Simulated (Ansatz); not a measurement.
# ScPd3: computed properties

The calculation used Ansatz, DFT r2SCAN, scalar-relativistic, plane waves, PAW.

Settings: cutoff 500 eV, Γ-centred mesh 10×10×10 on the computed 4-atom cell, Gaussian smearing of 0.10 eV; no spin polarisation.

The structure is relaxed at this level of theory with its symmetry kept. Whether it is the stable form of this composition wasn't checked.

```cif
data_structure
_symmetry_space_group_name_H-M 'P 1'
_symmetry_Int_Tables_number 1
_cell_length_a 3.9742
_cell_length_b 3.9742
_cell_length_c 3.9742
_cell_angle_alpha 90.000
_cell_angle_beta 90.000
_cell_angle_gamma 90.000
_cell_volume 62.77
loop_
_atom_site_label
_atom_site_type_symbol
_atom_site_fract_x
_atom_site_fract_y
_atom_site_fract_z
_atom_site_occupancy
Sc1 Sc 0.00000 0.00000 0.00000 1
Pd1 Pd 0.00000 0.50000 0.50000 1
Pd2 Pd 0.50000 0.00000 0.50000 1
Pd3 Pd 0.50000 0.50000 0.00000 1
```

| Item | Value |
| --- | --- |
| Space group | Pm-3m (No. 221) |
| Volume per atom | 105.9 bohr³ |
| Generalised Kohn–Sham band gap | none (metal) |
| Density of states at the Fermi level | 2.72 states/eV per cell |
| Löwdin character within 0.5 eV of the Fermi level | Pd 4d 61 %, Sc 3d 18 %, Sc 4s 10 %, unprojected 11 % |
| Bulk modulus | 159 GPa |
| Its pressure derivative | 4.9 |
| Bader charges (e) | Sc (1 in the cell) 1.66, Pd (3 in the cell) -0.55 |

Cost: 9 runs of about 4.4 core-minutes in all, on Arm Neoverse V1 (shared hosts).